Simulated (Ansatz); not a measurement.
The slice is one period of a {100} plane through atoms; its size isn't given.

All values below come from PBE (plane waves to 420 eV, PAW, scalar-relativistic; Ansatz, a quantum-chemistry and plane-wave program). Near the nuclei the fields are pseudised (PAW); where an atom keeps semicore shells as valence, they peak there.

```
|998654433222222233445689|
|887654433222222233445678|
|766544333222222233344566|
|555444332221112223344455|
|444443322211111222334444|
|444333222111111122233344|
|333332221111011112223333|
|333322211100000111222333|
|222222111000000011122222|
|222221110000000001112222|
|222211110000000001111222|
|222211100000000000111222|
|222211110000000001111222|
|222221110000000001112222|
|222222111000000011122222|
|333322211100000111222333|
|333332221111011112223333|
|444333222111111122233344|
|444443322211111222334444|
|555444332221112223344455|
|766544333222222233344566|
|887654433222222233445678|
|998654433222222233445689|
|998754433222222233445789|
```
Scale: ten equal steps from -1.80 (start of '0') to 1.66 (end of '9'), in the order '0123456789'. Values: log₁₀ of the valence density in e/Å³. The map has 24 points along u (one character each, u = 0 at the left) and 24 along v (v = 0 in the bottom row). The scale is logarithmic, as a density can span decades between atoms and voids.

```
|xxx4799998543458999974xx|
|xxx6899997533357999986xx|
|446789998643234689998764|
|778889987532223578998887|
|899999876421112467899999|
|999998764311111346789999|
|999987643210001234678999|
|999876432100000123467899|
|887654321000000012345678|
|655432110000000001123455|
|443321100000000000112334|
|333221100000000000112233|
|443321100000000000112334|
|655432110000000001123455|
|887654321000000012345678|
|999876432100000123467899|
|999987643210001234678999|
|999998764311111346789999|
|899999876421112467899999|
|778889987532223578998887|
|446789998643234689998764|
|xxx6899997533357999986xx|
|xxx4799998543458999974xx|
|xxx3789998643468999873xx|
```
Scale: ten equal steps from 0.01 (start of '0') to 0.73 (end of '9'), in the order '0123456789'. Values: electron localisation function (ELF). The map has 24 points along u (one character each, u = 0 at the left) and 24 along v (v = 0 in the bottom row). Points within 0.5 Å of a nucleus are blanked (x), as the pseudised field means little there.

Problem. Which relaxed crystal do these maps come from?
A. CdSe (zinc blende)
B. CdTe (zinc blende)
C. AlAs (zinc blende)
D. BAs (zinc blende)

Solution. C, AlAs (zinc blende). Atoms on the slice: As at (0.00, 0.00)

All were relaxed with their symmetry unable to fall. Spin-orbit coupling is left out. The PAW data are Ansatz's earlier set.
